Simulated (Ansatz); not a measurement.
## Cr (Im-3m): couplings from the magnetic force theorem

```xyz
2
Lattice="2.9689 0.0000 0.0000 0.0000 2.9689 0.0000 0.0000 0.0000 2.9689" Properties=species:S:1:pos:R:3 pbc="T T T"
Cr    0.0000    0.0000    0.0000
Cr    1.4844    1.4844    1.4844
```

The geometry is a structure from the Materials Project, held fixed and not relaxed.

Settings: LDA, 12×12×12 k mesh, Fermi–Dirac smearing of 0.05 eV. AE-PAW is all-electron PAW in Ansatz 0.2.0 on datasets made for the crystal. Site moments are integrated in spheres about the atoms. Start moments (μB): Cr1 -1.2, Cr2 1.2.

Site moments (μB): Cr1 -1.23, Cr2 1.23. Cell moment 0.00 μB.

Couplings come from the force theorem (directions of the magnetic atoms constrained, all else relaxed) on a 12×12×12 mesh, with E = −Σ J e_i·e_j over ordered pairs of unit vectors, so positive J favours parallel moments.

```json
{"pair": "Cr1–Cr at 2.57 Å", "count": "8", "J AE-PAW (meV)": "-34.06", "J, frozen-core files (meV)": "-33.68"}
{"pair": "Cr1–Cr at 2.97 Å", "count": "6", "J AE-PAW (meV)": "-9.05", "J, frozen-core files (meV)": "-9.15"}
{"pair": "Cr1–Cr at 4.20 Å", "count": "12", "J AE-PAW (meV)": "-6.00", "J, frozen-core files (meV)": "-5.97"}
{"pair": "Cr1–Cr at 4.92 Å", "count": "24", "J AE-PAW (meV)": "-2.99", "J, frozen-core files (meV)": "-2.99"}
{"pair": "Cr1–Cr at 5.14 Å", "count": "8", "J AE-PAW (meV)": "-1.40", "J, frozen-core files (meV)": "-1.43"}
{"pair": "Cr1–Cr at 5.94 Å", "count": "6", "J AE-PAW (meV)": "-0.78", "J, frozen-core files (meV)": "-0.78"}
{"pair": "Cr1–Cr at 6.47 Å", "count": "24", "J AE-PAW (meV)": "-0.50", "J, frozen-core files (meV)": "-0.51"}
{"pair": "Cr1–Cr at 6.64 Å", "count": "24", "J AE-PAW (meV)": "-0.66", "J, frozen-core files (meV)": "-0.66"}
```

Q: What ordering temperature follows for classical moments?

A: 1600 K in mean field, and 1160 K by Tyablikov's decoupling, from all shells, not only those listed. Mean field overestimates it as a rule, and the couplings show only that this order is stable against small turns, not that no other order lies lower.

The couplings come from one mesh, and their convergence in k wasn't tested.

This cell lies far from its zero-pressure volume, so the numbers describe the cell as given rather than the relaxed compound. The Ansatz runs typed with the search for lower states off end where their start leads. The program couldn't verify every level among the many empty bands that the force theorem sums over. None of this fixes the real material's magnetic order: only patterns that fit the cell were computed, without spin fluctuations and on one mesh and smearing, with a functional that can overstate moments.
